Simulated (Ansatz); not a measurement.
Sc$_{2}$CCl$_{2}$:
Space group P-3m1 (No. 164); a = b = 3.4283 Å, c = 8.9277 Å, α = β = 90.00°, γ = 120.00°

```json
[
 {"atom": "Sc", "site": "2d", "symmetry": "3m.", "x": "0.3333", "y": "0.6667", "z": "0.3626"},
 {"atom": "C", "site": "1b", "symmetry": "-3m.", "x": "0.0000", "y": "0.0000", "z": "0.5000"},
 {"atom": "Cl", "site": "2d", "symmetry": "3m.", "x": "0.6667", "y": "0.3333", "z": "0.1766"}
]
```

Relaxed with r²SCAN+D4.

Question: Which orbitals make up the states near the band edges in DFT-r²SCAN+D4 in the program Ansatz with PAW potentials?

Answer: Top 1 eV of the valence band: C 2p 55 %, Sc 3d 34 %, Cl 3p 8 %. Bottom 1 eV of the conduction band: Sc 3d 89 %. Projections are on Löwdin-orthogonalised atomic valence shells; empty p or d shells of many metals are not among them.

Question: Tabulate the density of states.

Answer: States/eV per cell of 5 atoms, in 0.25 eV bins, energy from the valence-band maximum.

```
E (eV)  total  Sc 3d  Cl 3p  C 2p
------  -----  -----  -----  ----
-7.85    0.00   0.00   0.00  0.00
-7.60    0.00   0.00   0.00  0.00
-7.35    0.00   0.00   0.00  0.00
-7.10    0.00   0.00   0.00  0.00
-6.85    0.00   0.00   0.00  0.00
-6.60    0.00   0.00   0.00  0.00
-6.35    0.00   0.00   0.00  0.00
-6.10    0.00   0.00   0.00  0.00
-5.85    0.00   0.00   0.00  0.00
-5.60    0.00   0.00   0.00  0.00
-5.35    0.33   0.03   0.27  0.01
-5.10    2.53   0.20   2.13  0.04
-4.85    5.31   0.43   4.54  0.08
-4.60    4.65   0.39   3.99  0.08
-4.35    1.16   0.07   0.97  0.03
-4.10    6.30   0.49   5.15  0.24
-3.85    4.73   0.43   3.89  0.15
-3.60    7.86   0.64   6.70  0.14
-3.35    3.82   0.29   3.39  0.02
-3.10    5.32   0.45   4.75  0.03
-2.85    4.12   0.41   3.62  0.04
-2.60    1.88   0.20   1.65  0.02
-2.35    0.00   0.00   0.00  0.00
-2.10    0.00   0.00   0.00  0.00
-1.85    1.48   0.29   0.25  0.81
-1.60    2.97   0.69   0.40  1.63
-1.35    1.60   0.44   0.16  0.88
-1.10    1.76   0.56   0.12  0.98
-0.85    6.08   1.98   0.64  3.20
-0.60    5.59   1.88   0.27  3.27
-0.35    3.41   1.24   0.19  1.91
-0.10    1.10   0.39   0.13  0.56
0.15     0.00   0.00   0.00  0.00
0.40     0.00   0.00   0.00  0.00
0.65     0.00   0.00   0.00  0.00
0.90     0.00   0.00   0.00  0.00
1.15     0.21   0.19   0.01  0.00
1.40     0.92   0.84   0.04  0.02
1.65     1.02   0.91   0.05  0.03
1.90     1.18   1.04   0.06  0.04
2.15     1.50   1.31   0.09  0.06
2.40     1.66   1.45   0.10  0.07
2.65     1.02   0.91   0.05  0.04
2.90     1.86   1.72   0.07  0.03
3.15     2.11   1.89   0.11  0.05
3.40     1.84   1.63   0.10  0.05
3.65     1.86   1.64   0.11  0.05
3.90     1.87   1.65   0.10  0.05
4.15     6.47   5.69   0.38  0.16
4.40    10.13   8.99   0.42  0.31
4.65     9.56   8.49   0.43  0.27
4.90     5.93   5.24   0.25  0.18
5.15     5.41   4.84   0.18  0.18
5.40     1.49   1.10   0.04  0.20
5.65     1.39   0.94   0.04  0.20
5.90     3.88   2.45   0.15  0.39
```

The first step of the workflow began from a Materials Project structure, measured or hypothetical; the Crystallography Open Database copy checked does not list it. Its standing as an ambient phase is unchecked. Symmetry was held in the r²SCAN+D4 relaxation; whether a distortion lowers the energy is not shown. The run is not spin-polarised.

Potentials: the later of the program's two PAW sets.
